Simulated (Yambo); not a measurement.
Yambo run on CsPbCl3 (cubic perovskite, space group Pm-3m, No. 221). The wavefunctions are PBE (stringent potentials; Quantum ESPRESSO, PseudoDojo norm-conserving, 88 Ry, scalar-relativistic) ones on a 2×2×2 mesh (26 occupied bands); a = 5.6222 Å, b = 5.6222 Å, c = 5.6222 Å, α = 90.00°, β = 90.00°, γ = 90.00°.

Yambo input:

```
rim_cut
gw0
dyson
el_el_corr
HF_and_locXC
ppa
em1d
RandQpts= 1000000
RandGvec= 1 Ry
EXXRLvcs= 88 Ry
VXCRLvcs= 352 Ry
Chimod= "HARTREE"
% BndsRnXp
 5 | 586 |
%
NGsBlkXp= 12 Ry
% LongDrXp
 1.0 | 1.0 | 1.0 |
%
PPAPntXp= 27.2114 eV
% GbndRnge
 1 | 305 |
%
GTermKind= "BG"
DysSolver= "n"
ExtendOut
% QPkrange
 4 | 4 | 26 | 27 |
%
```

k points by index: 4 = R.

Resulting energies as the program prints them:

```
#    K-point    Band    Eo [eV]    E [eV]    E-Eo [eV]    Vxc [eV]    Vnlxc [eV]    Sc|Eo [eV]    Sc|E [eV]    dSc/dw|Eo [eV]    Re(Z)    Im(Z)
#
    4    26    0.000000    -1.085049    -1.085049    -15.70564    -18.08859    1.024684    1.297895    -6.851112    0.798864    -0.001350
    4    27    1.985388    2.378088    0.392700    -10.34937    -6.355668    -3.519499    -3.600997    -5.645647    0.828173    -0.001277
```
(The two width columns are left out.) Convergence of these settings isn't established.

Spin-orbit coupling is not included.

Geometry relaxed with PBEsol.
